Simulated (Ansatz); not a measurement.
GeB2W2:
```
CELL_PARAMETERS angstrom
      3.13841     0.00000     0.00000
     -1.56920     2.71794     0.00000
      0.00000     0.00000     6.75335
ATOMIC_POSITIONS crystal
  W  0.33333 0.66667 0.71825
  W  0.33333 0.66667 0.28175
  Ge 0.00000 0.00000 0.00000
  B  0.00000 0.00000 0.50000
  B  0.66667 0.33333 0.50000
```

Relaxed with r²SCAN.

**Question.** Give the Bader charges and basin volumes of the independent atoms, DFT-r²SCAN in the program Ansatz with PAW potentials.

**Answer.** 

```json
[
 {"atom": "W1", "Bader charge (e)": "+0.83", "Bader volume (Å³)": "13.7"},
 {"atom": "Ge3", "Bader charge (e)": "-0.46", "Bader volume (Å³)": "15.9"},
 {"atom": "B4", "Bader charge (e)": "-0.58", "Bader volume (Å³)": "7.1"},
 {"atom": "B5", "Bader charge (e)": "-0.61", "Bader volume (Å³)": "7.2"}
]
```

Space group P-6m2. The start of the workflow was typed in or built on a structure type; neither database checked (COD, Materials Project) lists it. Whether it is the stable phase at ambient conditions was not checked. Symmetry was held in the r²SCAN relaxation; whether a distortion lowers the energy is not shown. The run is not spin-polarised. Spin–orbit coupling is left out wherever it is not named.

Potentials: the earlier of the program's two PAW sets.
